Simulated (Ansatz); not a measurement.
A geometry of SnO away from equilibrium: step 2 of the relaxation of a relaxed SnO cell shaken by Gaussian noise of σ = 0.08 Å a coordinate. Computed with PBE (plane waves to 420 eV, PAW, scalar-relativistic; Ansatz, a quantum-chemistry and plane-wave program). Γ-centred k-mesh 6×6×1 on the run's cell (coarser than for final values), Fermi–Dirac smearing 0.05 eV.

```xyz
12
Lattice="3.3512 0.0056 -0.0010 -1.6707 2.9122 0.0034 -0.0082 0.0270 27.6732" Properties=species:S:1:pos:R:3:forces:R:3 pbc="T T T" free_energy=-39546.828 pressure_GPa=0.4
Sn     0.0291     0.0636    -0.0139   -0.6852   -0.3408    0.0589
Sn     0.0521     0.0108    13.8422   -0.4424    0.2381   -0.0405
Sn     1.7136     1.0558    23.0882   -0.6347    0.1642   -0.0112
Sn    -0.0197     2.0009     9.3331    0.1841   -0.1492   -0.5460
Sn     1.7743     0.9433     4.6109   -0.2183   -0.0192    0.0905
Sn    -0.0851     2.1146    18.5287    0.1085   -0.2022   -0.0606
O     -0.1025     0.0864    24.1437    0.6358   -0.1624    0.0074
O      0.0076     0.0309    10.3229   -0.1824    0.1481    0.5063
O      1.6177     1.0998    19.5658   -0.1073    0.2035    0.0403
O      0.0497     1.9118     5.6624    0.2194    0.0174   -0.0750
O      1.5695     0.9795     1.0502    0.6812    0.3402   -0.0443
O     -0.0287     1.9961    14.8855    0.4414   -0.2379    0.0744
```

Positions in Å, forces in eV/Å, free energy of the cell in eV (comparable only within this code, potentials and settings). Largest force: 0.77 eV/Å, on Sn1, O11 (atoms numbered as listed); the geometry lies 0.03 eV/atom above the end of its relaxation.

No spin polarisation in the result.

The end of the path is a generated cell of SnO: the first start was made by placing the elements on the sites of a structure type, and the end was not matched to a known phase here, so it may be hypothetical. Known forms of SnO include space group No. 129.
